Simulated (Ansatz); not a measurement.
In plane-wave PAW LDA (Ansatz code), Si$_{3}$N$_{4}$ in the hexagonal phase (P6_3/m; Si on 6h, N on 2c, N on 6h) relaxes to a = 7.574 Å, c = 2.891 Å. Si has 4 nearest neighbours from 1.72 Å (tetrahedral); N on 2c has 3 nearest neighbours from 1.72 Å (trigonal planar); N on 6h has 3 nearest neighbours from 1.73 Å (trigonal planar). Its formation energy from the elements is -1406 meV/atom, with no fitted shifts.

The Kohn–Sham gap is 4.22 eV (indirect). The valence maximum lies on the Γ–A line, 33 % of the way from Γ and the conduction minimum at Γ. Electrons at the band edge weigh 0.22, 1.4, 1.4 mₑ (principal values). The hole mass is 0.81, 0.81, 1.8 mₑ (principal values).

The bulk modulus is 252 GPa. The relaxed-ion elastic constants in GPa are C11 = 423, C12 = 200, C13 = 119, C33 = 553, C44 = 99.1. The elastic constants imply a Debye temperature near 935 K. Perturbation theory gives ε∞ = 4.24 (xx = yy), 4.31 (zz). Letting the ions move raises it to ε0 = 8.16 (xx = yy), 8.13 (zz). Born charges are Si +3.37, N -2.55 to -2.52 e. The phonon dispersion is stable (no imaginary branch). Without the LO–TO term the highest mode at Γ lies at 131.1 meV.

The LDA relaxation kept the symmetry of its start. The references are the lowest solids computed at this level, not always the standard phases (solids in place of the gases).

Potentials: the later of the program's two PAW sets.
